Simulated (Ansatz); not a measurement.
# Property card for SrTiO₃

These are results of DFT PBE+U, scalar-relativistic, plane waves, PAW (Ansatz 0.2.0), not measurements.

Plane waves to 420 eV, a k mesh through Γ of 8×8×8 on the computed 5-atom cell and Gaussian smearing (0.02 eV); U_eff Ti 4.00 eV on the d shells (Löwdin-orthogonalised atomic orbitals); no spin polarisation.

The structure is relaxed at this level of theory with its symmetry kept. Whether it is the stable form of this composition wasn't checked.

```cif
data_structure
_symmetry_space_group_name_H-M 'Pm-3m'
_symmetry_Int_Tables_number 221
_cell_length_a 3.9471
_cell_length_b 3.9471
_cell_length_c 3.9471
_cell_angle_alpha 90.000
_cell_angle_beta 90.000
_cell_angle_gamma 90.000
_cell_volume 61.49
loop_
_atom_site_label
_atom_site_type_symbol
_atom_site_symmetry_multiplicity
_atom_site_Wyckoff_symbol
_atom_site_fract_x
_atom_site_fract_y
_atom_site_fract_z
_atom_site_occupancy
Sr1 Sr 1 b 0.50000 0.50000 0.50000 1
Ti1 Ti 1 a 0.00000 0.00000 0.00000 1
O1 O 3 d 0.50000 0.00000 0.00000 1
```

* Space group: Pm-3m (No. 221)
* Volume per atom: 83.0 bohr³
* Kohn–Sham band gap: 2.30 eV, indirect from R to Γ
* Löwdin character of the top 1 eV of the valence band: O 2p 95 %
* Löwdin character of the lowest 1 eV of the conduction band: Ti 3d 89 %, O 2p 9 %
* Electron masses at the edge by Cartesian direction of the standard setting (m_e; degenerate bands sorted by energy; no spin-orbit coupling): x: 7.5, 0.50, 0.50; y: 7.5, 0.50, 0.50; z: 7.5, 0.50, 0.50
* Hole masses at the edge by Cartesian direction of the standard setting (m_e; degenerate bands sorted by energy; no spin-orbit coupling): x: 12, 0.80, 0.80; y: 12, 0.80, 0.80; z: 12, 0.80, 0.80
* Bulk modulus: 168 GPa
* Its pressure derivative: 4.4
* Bader charges (e): Sr (1 in the cell) 1.59, Ti (1 in the cell) 2.37, O (3 in the cell) -1.32

A ferromagnetic start lost its moments in a first run, so spin was left out; other magnetic orders weren't tried.

Symmetry holds off the tilts and polar distortions that many cubic perovskites undergo.

Cost: 11 runs of about 2.3 core-minutes in all, on Intel Xeon Platinum 8375C (Ice Lake) (shared hosts).